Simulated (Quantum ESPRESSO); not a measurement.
## Calculated data, LiMgAl₃ZnW₂ (simulated cell), LiMoPd₆ (simulated cell), LiPd₆Rh (simulated cell), LiPd₆W (simulated cell)

Calculation on a made-up metal alloy cell, not a measurement: no spin or spin-orbit, unrelaxed, 2900 K smearing, stress positive in tension, cell energy less fitted offsets; periodic Kohn-Sham density functional theory in plane waves with PseudoDojo standard norm-conserving scalar-relativistic pseudopotentials, each functional with its own files (v0.5 for PBE, v0.4.1 for LDA and PBEsol), eight atoms on drawn sites of a strained close-packed or body-centred lattice, each displaced and held fixed; the energy is the cell's free energy, ions and the entropy term -TS included, at the stated Fermi-Dirac width, less a fixed offset for each atom's element (shifted free energy); compositions with an open d shell lost a parallel starting moment in a cheaper test run, and other magnetic orders were not tried; an error bar is the largest change of its kind in a tighter rerun, never given below 0.002 eV, 0.02 GPa or 0.003 eV/angstrom, and covers cutoff and k-mesh only, not smearing or the files. Program: Quantum ESPRESSO 7.5.

Settings shared by all entries: lattice type hexagonal close-packed; functional pbe; fermi dirac smearing 0.25 eV; electrons removed 0; run command mpirun -np 4 pw.x -nk 4 -in in; k mesh 8 x 4 x 4 shifted half a step off Gamma on each axis.

Notes on all entries: a spin test at this wide smearing found no moment, but such smearing suppresses magnetism that the real alloy may have; lattice, volume and sites are drawn at random and may be unstable or far from any real phase; energies are for the whole cell, less offsets fitted to these runs, so they are not formation energies.

```yaml
- entry: 1
  formula: LiMgAl3ZnW2
  kind: "simulated cell"
  structure:
    cell_angstrom:
      - [-2.9525, 0.0, 0.0]
      - [0.0, 5.1139, -4.9018]
      - [0.0, -5.1139, -4.9018]
    atoms_fractional:
      - [Al, -0.00931, 0.00417, 0.00797]
      - [W, 0.00464, 0.41695, 0.09237]
      - [Al, -0.00471, 0.49568, 0.4888]
      - [Zn, 0.01483, 0.90531, 0.5902]
      - [Li, 0.49114, 0.17567, 0.34371]
      - [Al, 0.48024, 0.24747, 0.74107]
      - [Mg, 0.49934, 0.67545, 0.82839]
      - [W, 0.50882, 0.75555, 0.2532]
  settings:
    "cutoff [eV]": 1143
    run_processor: "Intel Xeon, older, virtual cores"
    atom_site: [1, 2, 3, 4, 5, 6, 7, 8]
    "atom_energy_offset [eV]": [-63.26, -2063.48, -63.26, -5688.29, -195.67, -63.26, -1616.19, -2063.48]
  results:
    "entropy_term_negative_ts [eV]": -1.039
    "pressure [GPa]": -12.14
    "stress_xx [GPa]": 14.93
    "stress_yy [GPa]": 8.15
    "stress_zz [GPa]": 13.35
    "stress_yz [GPa]": 0.13
    "stress_xz [GPa]": -0.004564
    "stress_xy [GPa]": -0.05616
    force_site: [1, 2, 3, 4, 5, 6, 7, 8]
    "force_x [eV/angstrom]": [-0.055, 0.096, -0.025, 0.063, -0.022, -0.032, -0.027, 0.001]
    "force_y [eV/angstrom]": [-0.416, 0.697, 0.605, 0.569, -0.158, -0.356, -0.535, -0.405]
    "force_z [eV/angstrom]": [-0.63, -0.148, 0.306, 0.241, 0.179, -0.883, -0.005, 0.94]
    "shifted_free_energy [eV]": 0.85
  notes: ["heavy elements are run without spin-orbit coupling, which real alloys of them have", "error bars: energy 0.0033 eV, stress 0.02 GPa, force 0.0073 eV/Å, from a tighter rerun of a related cell, whose elements or sites may differ", "15 SCF iterations, 359 s of wall time on a shared machine"]
- entry: 2
  formula: LiMgAl3ZnW2
  kind: "simulated cell"
  structure:
    cell_angstrom:
      - [-2.9525, 0.0, 0.0]
      - [0.0, 5.1139, -4.9018]
      - [0.0, -5.1139, -4.9018]
    atoms_fractional:
      - [Al, -0.00931, 0.00417, 0.00797]
      - [Al, 0.00464, 0.41695, 0.09237]
      - [Al, -0.00471, 0.49568, 0.4888]
      - [Zn, 0.01483, 0.90531, 0.5902]
      - [W, 0.49114, 0.17567, 0.34371]
      - [Mg, 0.48024, 0.24747, 0.74107]
      - [W, 0.49934, 0.67545, 0.82839]
      - [Li, 0.50882, 0.75555, 0.2532]
  settings:
    "cutoff [eV]": 1143
    run_processor: "Intel Xeon, older, virtual cores"
    atom_site: [1, 2, 3, 4, 5, 6, 7, 8]
    "atom_energy_offset [eV]": [-63.26, -63.26, -63.26, -5688.29, -2063.48, -1616.19, -2063.48, -195.67]
  results:
    "entropy_term_negative_ts [eV]": -1.051
    "pressure [GPa]": -13.11
    "stress_xx [GPa]": 16.93
    "stress_yy [GPa]": 10.34
    "stress_zz [GPa]": 12.07
    "stress_yz [GPa]": -0.5
    "stress_xz [GPa]": 0.0318
    "stress_xy [GPa]": -0.02982
    force_site: [1, 2, 3, 4, 5, 6, 7, 8]
    "force_x [eV/angstrom]": [-0.026, 0.044, 0.007, 0.093, -0.047, -0.074, -0.02, 0.023]
    "force_y [eV/angstrom]": [-0.689, 0.49, -0.7, 0.567, 0.696, -0.096, -0.439, 0.17]
    "force_z [eV/angstrom]": [0.073, 0.18, -0.51, 0.076, 0.389, -0.263, 0.141, -0.086]
    "shifted_free_energy [eV]": 0.489
  notes: ["heavy elements are run without spin-orbit coupling, which real alloys of them have", "error bars: energy 0.0033 eV, stress 0.02 GPa, force 0.0073 eV/Å, from a tighter rerun of this cell", "15 SCF iterations, 338 s of wall time on a shared machine"]
- entry: 3
  formula: LiMgAl3ZnW2
  kind: "simulated cell"
  structure:
    cell_angstrom:
      - [-2.9525, 0.0, 0.0]
      - [0.0, 5.1139, -4.9018]
      - [0.0, -5.1139, -4.9018]
    atoms_fractional:
      - [Zn, -0.00931, 0.00417, 0.00797]
      - [Al, 0.00464, 0.41695, 0.09237]
      - [W, -0.00471, 0.49568, 0.4888]
      - [Li, 0.01483, 0.90531, 0.5902]
      - [Al, 0.49114, 0.17567, 0.34371]
      - [Mg, 0.48024, 0.24747, 0.74107]
      - [Al, 0.49934, 0.67545, 0.82839]
      - [W, 0.50882, 0.75555, 0.2532]
  settings:
    "cutoff [eV]": 1143
    run_processor: "Intel Xeon, older, virtual cores"
    atom_site: [1, 2, 3, 4, 5, 6, 7, 8]
    "atom_energy_offset [eV]": [-5688.29, -63.26, -2063.48, -195.67, -63.26, -1616.19, -63.26, -2063.48]
  results:
    "entropy_term_negative_ts [eV]": -0.943
    "pressure [GPa]": -11.98
    "stress_xx [GPa]": 12.62
    "stress_yy [GPa]": 9.18
    "stress_zz [GPa]": 14.13
    "stress_yz [GPa]": -1.09
    "stress_xz [GPa]": 0.006596
    "stress_xy [GPa]": 0.36
    force_site: [1, 2, 3, 4, 5, 6, 7, 8]
    "force_x [eV/angstrom]": [-0.026, 0.046, 0.146, 0.077, -0.054, -0.103, -0.036, -0.049]
    "force_y [eV/angstrom]": [-0.448, 0.346, 0.768, 0.269, -0.25, -0.332, -0.404, 0.051]
    "force_z [eV/angstrom]": [0.033, -0.728, -0.508, 0.221, 0.443, -0.453, 0.354, 0.637]
    "shifted_free_energy [eV]": 0.471
  notes: ["heavy elements are run without spin-orbit coupling, which real alloys of them have", "error bars: energy 0.0033 eV, stress 0.02 GPa, force 0.0073 eV/Å, from a tighter rerun of a related cell, whose elements or sites may differ", "15 SCF iterations, 399 s of wall time on a shared machine"]
- entry: 4
  formula: LiMgAl3ZnW2
  kind: "simulated cell"
  structure:
    cell_angstrom:
      - [-2.9525, 0.0, 0.0]
      - [0.0, 5.1139, -4.9018]
      - [0.0, -5.1139, -4.9018]
    atoms_fractional:
      - [Al, -0.00931, 0.00417, 0.00797]
      - [Mg, 0.00464, 0.41695, 0.09237]
      - [Al, -0.00471, 0.49568, 0.4888]
      - [W, 0.01483, 0.90531, 0.5902]
      - [Al, 0.49114, 0.17567, 0.34371]
      - [Zn, 0.48024, 0.24747, 0.74107]
      - [W, 0.49934, 0.67545, 0.82839]
      - [Li, 0.50882, 0.75555, 0.2532]
  settings:
    "cutoff [eV]": 1143
    run_processor: "Intel Xeon, older, virtual cores"
    atom_site: [1, 2, 3, 4, 5, 6, 7, 8]
    "atom_energy_offset [eV]": [-63.26, -1616.19, -63.26, -2063.48, -63.26, -5688.29, -2063.48, -195.67]
  results:
    "entropy_term_negative_ts [eV]": -1.083
    "pressure [GPa]": -11.08
    "stress_xx [GPa]": 11.74
    "stress_yy [GPa]": 9.12
    "stress_zz [GPa]": 12.37
    "stress_yz [GPa]": -1.65
    "stress_xz [GPa]": -0.01596
    "stress_xy [GPa]": 0.55
    force_site: [1, 2, 3, 4, 5, 6, 7, 8]
    "force_x [eV/angstrom]": [-0.049, 0.047, -0.013, -0.088, -0.076, -0.039, 0.195, 0.023]
    "force_y [eV/angstrom]": [-0.095, 0.784, -0.35, -0.264, -1.223, 0.059, 0.972, 0.117]
    "force_z [eV/angstrom]": [1.044, 0.423, -1.409, -0.627, 0.35, -0.018, 0.295, -0.057]
    "shifted_free_energy [eV]": 0.927
  notes: ["heavy elements are run without spin-orbit coupling, which real alloys of them have", "error bars: energy 0.0033 eV, stress 0.02 GPa, force 0.0073 eV/Å, from a tighter rerun of a related cell, whose elements or sites may differ", "13 SCF iterations, 358 s of wall time on a shared machine"]
- entry: 5
  formula: LiMgAl3ZnW2
  kind: "simulated cell"
  structure:
    cell_angstrom:
      - [-2.9525, 0.0, 0.0]
      - [0.0, 5.1139, -4.9018]
      - [0.0, -5.1139, -4.9018]
    atoms_fractional:
      - [Li, -0.00931, 0.00417, 0.00797]
      - [Zn, 0.00464, 0.41695, 0.09237]
      - [Al, -0.00471, 0.49568, 0.4888]
      - [Mg, 0.01483, 0.90531, 0.5902]
      - [W, 0.49114, 0.17567, 0.34371]
      - [Al, 0.48024, 0.24747, 0.74107]
      - [Al, 0.49934, 0.67545, 0.82839]
      - [W, 0.50882, 0.75555, 0.2532]
  settings:
    "cutoff [eV]": 1143
    run_processor: "Intel Xeon, older, virtual cores"
    atom_site: [1, 2, 3, 4, 5, 6, 7, 8]
    "atom_energy_offset [eV]": [-195.67, -5688.29, -63.26, -1616.19, -2063.48, -63.26, -63.26, -2063.48]
  results:
    "entropy_term_negative_ts [eV]": -0.949
    "pressure [GPa]": -11.61
    "stress_xx [GPa]": 12.98
    "stress_yy [GPa]": 8.25
    "stress_zz [GPa]": 13.59
    "stress_yz [GPa]": -3.17
    "stress_xz [GPa]": 0.07794
    "stress_xy [GPa]": 0.00431
    force_site: [1, 2, 3, 4, 5, 6, 7, 8]
    "force_x [eV/angstrom]": [-0.024, 0.018, -0.005, 0.151, -0.073, -0.071, -0.037, 0.042]
    "force_y [eV/angstrom]": [0.097, -0.077, 0.493, 0.789, -0.74, 0.37, -1.33, 0.398]
    "force_z [eV/angstrom]": [-0.105, -0.054, 0.23, 0.094, 0.554, -0.135, -0.416, -0.168]
    "shifted_free_energy [eV]": 1.241
  notes: ["heavy elements are run without spin-orbit coupling, which real alloys of them have", "error bars: energy 0.0033 eV, stress 0.02 GPa, force 0.0073 eV/Å, from a tighter rerun of a related cell, whose elements or sites may differ", "15 SCF iterations, 450 s of wall time on a shared machine"]
- entry: 6
  formula: LiMoPd6
  kind: "simulated cell"
  structure:
    cell_angstrom:
      - [-2.8928, -0.0077, -0.0257]
      - [-0.028, 4.8992, -4.5457]
      - [-0.0547, -4.9594, -4.6104]
    atoms_fractional:
      - [Pd, 0.02926, -0.01088, 0.01]
      - [Pd, -0.001, 0.42103, 0.0712]
      - [Pd, -0.00599, 0.50351, 0.50878]
      - [Pd, 0.01085, 0.89968, 0.58554]
      - [Mo, 0.51541, 0.16167, 0.34171]
      - [Li, 0.5155, 0.24059, 0.73909]
      - [Pd, 0.49317, 0.6725, 0.83944]
      - [Pd, 0.4871, 0.7437, 0.24142]
  settings:
    "cutoff [eV]": 1197
    run_processor: "Intel Xeon, 2023 or later, virtual cores"
    atom_site: [1, 2, 3, 4, 5, 6, 7, 8]
    "atom_energy_offset [eV]": [-3687.45, -3687.45, -3687.45, -3687.45, -1911.95, -195.67, -3687.45, -3687.45]
  results:
    "entropy_term_negative_ts [eV]": -1.692
    "pressure [GPa]": -8.63
    "stress_xx [GPa]": 12.25
    "stress_yy [GPa]": 7.29
    "stress_zz [GPa]": 6.36
    "stress_yz [GPa]": -0.68
    "stress_xz [GPa]": 0.67
    "stress_xy [GPa]": -0.17
    force_site: [1, 2, 3, 4, 5, 6, 7, 8]
    "force_x [eV/angstrom]": [0.311, 0.021, -0.032, 0.076, 0.061, 0.024, -0.208, -0.253]
    "force_y [eV/angstrom]": [0.597, -1.109, -0.477, 1.242, 0.58, -0.379, -0.063, -0.39]
    "force_z [eV/angstrom]": [-1.019, 0.17, 1.309, -0.575, 0.799, -0.478, 0.671, -0.877]
    "shifted_free_energy [eV]": 1.69
  notes: ["error bars: energy 0.015 eV, stress 0.22 GPa, force 0.0041 eV/Å, from a tighter rerun of a related cell, whose elements or sites may differ", "19 SCF iterations, 291 s of wall time on a shared machine"]
- entry: 7
  formula: LiPd6Rh
  kind: "simulated cell"
  structure:
    cell_angstrom:
      - [-2.8928, -0.0077, -0.0257]
      - [-0.028, 4.8992, -4.5457]
      - [-0.0547, -4.9594, -4.6104]
    atoms_fractional:
      - [Pd, 0.02926, -0.01088, 0.01]
      - [Pd, -0.001, 0.42103, 0.0712]
      - [Pd, -0.00599, 0.50351, 0.50878]
      - [Pd, 0.01085, 0.89968, 0.58554]
      - [Rh, 0.51541, 0.16167, 0.34171]
      - [Li, 0.5155, 0.24059, 0.73909]
      - [Pd, 0.49317, 0.6725, 0.83944]
      - [Pd, 0.4871, 0.7437, 0.24142]
  settings:
    "cutoff [eV]": 1197
    run_processor: "Intel Xeon, 2023 or later, virtual cores"
    atom_site: [1, 2, 3, 4, 5, 6, 7, 8]
    "atom_energy_offset [eV]": [-3687.45, -3687.45, -3687.45, -3687.45, -3191.96, -195.67, -3687.45, -3687.45]
  results:
    "entropy_term_negative_ts [eV]": -2.082
    "pressure [GPa]": -8.31
    "stress_xx [GPa]": 10.85
    "stress_yy [GPa]": 7.68
    "stress_zz [GPa]": 6.39
    "stress_yz [GPa]": 0.38
    "stress_xz [GPa]": 0.67
    "stress_xy [GPa]": -0.17
    force_site: [1, 2, 3, 4, 5, 6, 7, 8]
    "force_x [eV/angstrom]": [0.325, 0.006, -0.04, 0.072, 0.051, 0.028, -0.214, -0.229]
    "force_y [eV/angstrom]": [0.596, -0.894, -0.302, 0.832, 0.351, -0.139, 0.01, -0.453]
    "force_z [eV/angstrom]": [-0.683, 0.165, 0.937, -0.425, 0.086, -0.142, 0.64, -0.58]
    "shifted_free_energy [eV]": 2.371
  notes: ["error bars: energy 0.015 eV, stress 0.22 GPa, force 0.0041 eV/Å, from a tighter rerun of a related cell, whose elements or sites may differ", "24 SCF iterations, 502 s of wall time on a shared machine"]
- entry: 8
  formula: LiPd6W
  kind: "simulated cell"
  structure:
    cell_angstrom:
      - [-2.8928, -0.0077, -0.0257]
      - [-0.028, 4.8992, -4.5457]
      - [-0.0547, -4.9594, -4.6104]
    atoms_fractional:
      - [Pd, 0.02926, -0.01088, 0.01]
      - [Pd, -0.001, 0.42103, 0.0712]
      - [Pd, -0.00599, 0.50351, 0.50878]
      - [Pd, 0.01085, 0.89968, 0.58554]
      - [W, 0.51541, 0.16167, 0.34171]
      - [Li, 0.5155, 0.24059, 0.73909]
      - [Pd, 0.49317, 0.6725, 0.83944]
      - [Pd, 0.4871, 0.7437, 0.24142]
  settings:
    "cutoff [eV]": 1197
    run_processor: "Intel Xeon, 2023 or later, virtual cores"
    atom_site: [1, 2, 3, 4, 5, 6, 7, 8]
    "atom_energy_offset [eV]": [-3687.45, -3687.45, -3687.45, -3687.45, -2063.48, -195.67, -3687.45, -3687.45]
  results:
    "entropy_term_negative_ts [eV]": null
  notes: ["heavy elements are run without spin-orbit coupling, which real alloys of them have", "error bars: energy 0.015 eV, stress 0.22 GPa, force 0.0041 eV/Å, from a tighter rerun of a related cell, whose elements or sites may differ", "19 SCF iterations, 326 s of wall time on a shared machine"]
```

Q: LiPd₆W (simulated cell) (entry 8): entropy term negative ts?
A: -1.563 eV

Q: Give the table of forces values for LiPd₆W (simulated cell) (entry 8).
A: 
Forces:
```
site  x (eV/Å)  y (eV/Å)  z (eV/Å)
   1      0.31     0.556    -1.172
   2     0.029    -1.253     0.168
   3     -0.03    -0.583     1.494
   4     0.078     1.437    -0.631
   5     0.058     0.643      0.97
   6     0.023    -0.405    -0.523
   7    -0.207    -0.067      0.68
   8    -0.262    -0.328    -0.985
```

Further results for LiPd₆W (simulated cell) (entry 8):

| Item | Value |
| --- | --- |
| pressure | -9.41 GPa |
| stress xx | 13.15 GPa |
| stress yy | 8.15 GPa |
| stress zz | 6.94 GPa |
| stress yz | -0.99 GPa |
| stress xz | 0.69 GPa |
| stress xy | -0.2 GPa |
| shifted free energy | 1.688 eV |
